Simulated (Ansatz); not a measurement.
One crystal and one scan (scan of one atom of the cell) at two levels, PBE (plane waves to 420 eV, PAW, scalar-relativistic; Ansatz, a program for electronic structure) and r2SCAN (plane waves to 500 eV, PAW, scalar-relativistic; Ansatz), each from its own relaxed cell and on its own mesh. The cell shown is that of PBE.

Rh (fcc, Cu type)

```yaml
crystal:
  lattice:
    - [3.83006, 0.00000, 0.00000]
    - [0.00000, 3.83006, 0.00000]
    - [0.00000, 0.00000, 3.83006]
  atoms:
    - { symbol: Rh, position: [0.00000, 0.00000, 0.00000] }
    - { symbol: Rh, position: [0.50000, 0.50000, 0.00000] }
    - { symbol: Rh, position: [0.50000, 0.00000, 0.50000] }
    - { symbol: Rh, position: [0.00000, 0.50000, 0.50000] }
```

Scan: atom 1 (Rh, nearest neighbour Rh at 2.708 Å; its periodic images, 3.8 Å or more away, move with it) is displaced along Cartesian [110], direction (0.707, 0.707, 0.000) in Cartesian axes, by s. The other atoms stay.

The energy includes the smearing's −TS. Rh is run without spin polarisation. Rh was relaxed with its symmetry unable to fall. With partly filled bands, energies and forces of such displacements shift with the k mesh and the smearing. Both scans cover s from -0.540 to 0.540 Å.

ΔE (meV/cell), each from the undisplaced structure of its own level:

```
s (Å)    PBE    r2SCAN
------  ----  --------
-0.540  1984      2113
-0.432  1171      1248
-0.324   617  withheld
-0.216   261       280
-0.108    64        68
0.000      0         0
0.108     64        68
0.216    261       280
0.324    617  withheld
0.432   1171      1248
0.540   1984      2113
```

Task: Estimate the r2SCAN value at 0.324 from the PBE value there and the ratio of the two levels in the two nearest given rows on that side of the minimum.

Result: At 0.432 and 0.216 the ratio r2SCAN/PBE averages 1.069, which gives 1.069 × 617 = 660 meV/cell. The calculation gives 660 meV/cell, +7.0 % against PBE.

(For displaced atoms, the force is minus the slope of the energy, and its curvature is a force constant, which sets phonon frequencies.)
